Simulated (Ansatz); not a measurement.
A scan (energy over volume and axial ratio; atoms clamped) gave these values. Calculation: PBEsol (plane waves to 420 eV, PAW, scalar-relativistic; Ansatz, a quantum-chemistry and plane-wave program).

Shear modulus C′ = (C11 − C12)/2 (fit, atoms clamped): 31 GPa

### Question
Of these crystals, all scanned alike, which one is it?
A) CsSnI₃ (cubic perovskite)
B) CdTe (zinc blende)
C) Cu₃Pd (Cu3Au type)
D) MgO (rock salt)

### Answer
C, Cu₃Pd (Cu3Au type). The others have, for the shear modulus C′ = (C11 − C12)/2: MgO 102 GPa, CsSnI3 20 GPa, CdTe 9 GPa

All were relaxed with their symmetry unable to fall. Cu3Pd is run without spin polarisation. Spin-orbit coupling is left out. This is a high-temperature form of CsSnI3. With partly filled bands, the response to shear is sensitive to the k mesh, so small differences along c/a are uncertain.

(A scan under strain: stresses follow from slopes of the energy per volume, elastic moduli from its curvatures.)
